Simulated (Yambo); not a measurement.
Yambo run on LiBr (rock salt, space group Fm-3m, No. 225) under isotropic strain of +1 % on all lattice vectors. The wavefunctions come from this Quantum ESPRESSO step (PBEsol, PseudoDojo standard norm-conserving files, scalar-relativistic):

```
&CONTROL
  calculation = 'nscf'
  pseudo_dir = './pseudo'
  outdir = './out'
/
&SYSTEM
  ibrav = 0
  nat = 2
  ntyp = 2
  ecutwfc = 74.0
  ecutrho = 296.0
  occupations = 'fixed'
  force_symmorphic = .true.
  nbnd = 150
/
&ELECTRONS
  conv_thr = 2e-09
  diago_full_acc = .true.
  diago_thr_init = 1e-08
/
ATOMIC_SPECIES
Li 6.9400 Li.upf
Br 79.9040 Br.upf
CELL_PARAMETERS angstrom
  0.000000000000   2.731889590248   2.731889590248
  2.731889590248   0.000000000000   2.731889590248
  2.731889590248   2.731889590248   0.000000000000
ATOMIC_POSITIONS crystal
Li   0.000000000000   0.000000000000   0.000000000000
Br   0.500000000000   0.500000000000   0.500000000000
K_POINTS automatic
4 4 4 0 0 0
```

Yambo input:

```
rim_cut
gw0
dyson
el_el_corr
HF_and_locXC
ppa
em1d
RandQpts= 1000000
RandGvec= 1 Ry
EXXRLvcs= 74 Ry
VXCRLvcs= 296 Ry
Chimod= "HARTREE"
% BndsRnXp
 2 | 147 |
%
NGsBlkXp= 14 Ry
% LongDrXp
 1.0 | 1.0 | 1.0 |
%
PPAPntXp= 27.2114 eV
% GbndRnge
 1 | 147 |
%
GTermKind= "BG"
DysSolver= "n"
ExtendOut
% QPkrange
 1 | 1 | 5 | 6 |
 3 | 3 | 5 | 6 |
 8 | 8 | 5 | 6 |
%
```

k points by index: 1 = Γ, 3 = L, 8 = W.

Table of the .qp output:

```
#    K-point    Band    Eo [eV]    E [eV]    E-Eo [eV]    Vxc [eV]    Vnlxc [eV]    Sc|Eo [eV]    Sc|E [eV]    dSc/dw|Eo [eV]    Re(Z)    Im(Z)
#
    1    5    0.000000    -1.687447    -1.687447    -13.09054    -16.69272    1.524593    1.914738    -6.290988    0.812221    -0.001249
    1    6    4.853656    5.591526    0.737871    -8.799578    -4.439312    -3.485284    -3.622395    -5.055640    0.843317    -0.001148
    3    5    -0.276060    -1.990878    -1.714818    -12.94296    -16.64568    1.589224    1.987898    -6.325917    0.811375    -0.001251
    3    6    5.475590    6.233541    0.757951    -8.018515    -3.744464    -3.378437    -3.516100    -4.941523    0.846310    -0.001133
    8    5    -1.195424    -2.962582    -1.767157    -12.18340    -16.09046    1.724855    2.139904    -6.390899    0.809807    -0.655073E-3
    8    6    8.020548    8.902090    0.881541    -9.599308    -4.885770    -3.655154    -3.831997    -5.457300    0.832945    -0.002151
```
(The two width columns are left out.) Convergence of these settings isn't established.

Spin-orbit coupling is not included.

Geometry strained from the cell relaxed with PBEsol, atoms relaxed again.
